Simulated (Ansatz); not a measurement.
Here is the system:

MoIr3:
```
MoIr3
1.0
    3.88630     0.00000     0.00000
    0.00000     3.88630     0.00000
    0.00000     0.00000     3.88630
Ir Mo
3 1
Cartesian
  0.00000   1.94315   1.94315
  1.94315   1.94315   0.00000
  1.94315   0.00000   1.94315
  0.00000   0.00000   0.00000
```

This is the PBE-relaxed structure.

All from DFT-PBE in the program Ansatz with PAW potentials, unless another level is named. Estimate the formation energy from the elements (no fitted shifts).

-0.27 eV/atom.

What about the density of states at the Fermi level?

0.81 states/eV per atom (mean over ±0.08 eV).

Space group Pm-3m (Cu3Au type). The cell is a constructed one: a structure type filled with these elements; neither database checked (COD, Materials Project) lists it. COD files the formula under space group No. 194. Its standing as an ambient phase is unchecked. Symmetry was held in the PBE relaxation; its stability against distortions is not shown here. No spin polarisation was allowed. The references are the lowest solids computed at this level, not always the standard phases. Scalar-relativistic: spin–orbit coupling is off unless named, which matters more the heavier the elements.

Potentials: the earlier of the program's two PAW sets.
